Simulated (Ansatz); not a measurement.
**Moving the dispersion correction in GeCN2**

The cell as given:

```xyz
4
Lattice="1.7938 1.0356 4.9220 -1.7938 1.0356 4.9220 0.0000 -2.0713 4.9220" Properties=species:S:1:pos:R:3 pbc="T T T"
Ge    0.0000    0.0000    0.0000
N     0.0000    0.0000    8.6219
N     0.0000    0.0000    6.1440
C     0.0000    0.0000    7.3829
```

The cell comes from a database or a generator and needn't be the stable form of this composition.

Kept alike: task relaxation of cell and atoms; functional PBEsol; k mesh 9 × 9 × 9; occupations fermi-dirac, width 0.05 eV; no spin polarisation. Program: Ansatz, Ansatz PAW, cutoff 420 eV. The mesh is that of the run's cell of 4 atoms. No spin-orbit coupling.

| dispersion correction | volume (Å³/atom) |
| --- | --- |
| D3(BJ) | 13.690 |
| D3(BJ)-ATM | 13.650 |
| D4 | 12.942 |
| none | 12.989 |

The relaxations keep at least the cell's symmetry (R-3m). Relaxations stop with a little pressure left, so the last digits of a volume or edge aren't settled. Ansatz's relaxations hold a Pulay term in the stress (up to 0.5 GPa here). All rows use potentials made for PBE.

Task: What does the dispersion correction change here?

Result: The volume runs from 12.942 (D4) to 13.690 Å³/atom (D3(BJ)). Against no correction: D3(BJ) +5.4 %; D3(BJ)-ATM +5.1 %; D4 -0.4 %. A larger cell runs against the usual contraction; coefficients that follow the coordination can push outwards.
